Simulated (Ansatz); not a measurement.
Relaxed candidate structures of Al₂O₃:

A. Pnma (No. 62), oP20; a = 8.874 Å, b = 2.670 Å, c = 7.197 Å, α = β = γ = 90.00°; Al 4c (0.000, 0.250, 0.186); Al 4c (0.298, 0.250, 0.022); O 4c (0.131, 0.250, 0.377); O 4c (0.124, 0.250, 0.719); O 4c (0.117, 0.750, 0.048)

B. R-3, hexagonal axes (No. 148), hR10; a = 4.814 Å, b = 4.814 Å, c = 13.445 Å, α = 90.00°, β = 90.00°, γ = 120.00°; Al 3a (0.000, 0.000, 0.000); Al 3b (0.000, 0.000, 0.500); Al 6c (0.000, 0.000, 0.307); O 18f (0.021, 0.367, 0.258)

C. Ia-3 (No. 206), cI80, bixbyite type; a = b = c = 8.9097 Å, α = β = γ = 90.00°; Al 8b (0.250, 0.250, 0.250); Al 24d (0.000, 0.250, 0.462); O 48e (0.111, 0.340, 0.114)

D. R-3c, hexagonal axes (No. 167), hR10, corundum type; a = b = 4.774 Å, c = 13.015 Å, α = β = 90.00°, γ = 120.00°; Al 12c (0.000, 0.000, 0.148); O 18e (0.306, 0.306, 0.750)

E. Amm2 (No. 38), oS10; a = 2.823 Å, b = 5.326 Å, c = 8.305 Å, α = β = γ = 90.00°; Al 2a (0.000, 0.000, 0.088); Al 2b (0.500, 0.500, 0.243); O 4e (0.500, 0.224, 0.129); O 2a (0.000, 0.000, 0.869)

Problem. Order them by energy per atom (lowest first) at the level PBEsol (plane waves to 420 eV, PAW, scalar-relativistic; Ansatz, a first-principles code).

Solution. D (reference, the lowest among the structures calculated here), C (+0.035 eV/atom), B (+0.072 eV/atom), E (+0.096 eV/atom), A (+0.280 eV/atom)

Problem. Give each candidate's band gap.

Solution. No candidate is metallic. A: 4.18 eV (no spin-orbit coupling); B: 5.82 eV (no spin-orbit coupling); C: 5.32 eV (no spin-orbit coupling); D: 6.03 eV (no spin-orbit coupling); E: 4.01 eV (no spin-orbit coupling).

Each run could gain symmetry but not lose that of its start, so entries can be saddle points. From databases, or of a type measured for this composition: R-3, hR10; R-3c, hR10, corundum type; the others are generated cells (placed on structure types, drawn at random, substituted or restacked) that were not matched to a known phase here. Static energies at zero pressure. Each cell has its own k-point mesh; energy differences are given only to the digits this allows. No spin polarisation in the result. Gaps of cells over 8 atoms come from the SCF mesh and high-symmetry points alone.
